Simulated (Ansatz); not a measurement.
PbS (zinc blende, F-43m), a = 6.6018 Å, b = 6.6018 Å, c = 6.6018 Å, α = 90.00°, β = 90.00°, γ = 90.00°; the cell used has 2 atoms.

Relaxed with r²SCAN.

Problem. Tabulate the valence density and the electron localisation function along the shortest S–Pb contact (2.86 Å), DFT-r²SCAN in the program Ansatz with PAW potentials.

Solution. 

```csv
distance from S (Å),density (e/Å³),ELF
0.29,0.60,0.05
0.43,0.98,0.38
0.57,1.14,0.72
0.71,1.04,0.85
0.86,0.80,0.87
1.00,0.57,0.83
1.14,0.40,0.70
1.29,0.31,0.49
1.43,0.27,0.30
1.57,0.30,0.23
1.72,0.41,0.27
1.86,0.68,0.37
2.00,1.28,0.43
2.14,2.31,0.38
2.29,3.66,0.24
2.43,5.12,0.09
2.57,6.58,0.02
```

The density is the valence pseudo-density with augmentation charge, so density and ELF within about 1 Å of a nucleus are not all-electron values.

The start of the workflow was typed in or built on a structure type; neither database checked (COD, Materials Project) lists it. It is not the phase usual at ambient conditions (space group No. 225). The r²SCAN relaxation kept the symmetry of its start. At this level the phase is mechanically unstable. Scalar-relativistic: spin–orbit coupling is off unless named, which matters more the heavier the elements.

Potentials: the earlier of the program's two PAW sets.
